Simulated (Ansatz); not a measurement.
Data:

HfC:
```cif
data_CHf
_chemical_formula_sum 'Hf1 C1'
_space_group_name_H-M_alt 'P 1'
_space_group_IT_number 1
_cell_length_a 3.25749
_cell_length_b 3.25749
_cell_length_c 3.25749
_cell_angle_alpha 60.000
_cell_angle_beta 60.000
_cell_angle_gamma 60.000
loop_
_space_group_symop_operation_xyz
  'x, y, z'
loop_
_atom_site_label
_atom_site_type_symbol
_atom_site_fract_x
_atom_site_fract_y
_atom_site_fract_z
_atom_site_occupancy
Hf1 Hf 0.00000 0.00000 0.00000 1
C1 C 0.50000 0.50000 0.50000 1
```

This is the PBEsol-relaxed structure.

### Question
All from PBEsol (plane waves, PAW; program Ansatz), unless another level is named. Predict the electronic character.

### Answer
metallic (no gap).

### Question
And the formation energy from the elements (no fitted shifts)?

### Answer
-0.99 eV/atom.

### Question
What about the density of states at the Fermi level?

### Answer
0.13 states/eV per atom (mean over ±0.08 eV).

### Question
And the gap with spin–orbit coupling?

### Answer
none (metallic).

Space group Fm-3m (rock salt). Symmetry was held in the PBEsol relaxation. The run is not spin-polarised. The references are the lowest solids computed at this level, not always the standard phases. Scalar-relativistic: spin–orbit coupling is off unless named, which matters more the heavier the elements.

Potentials: the earlier of the program's two PAW sets. The files were generated under PBE; for other functionals the program regenerates the frozen cores, and for LDA and PBEsol the local potential too.
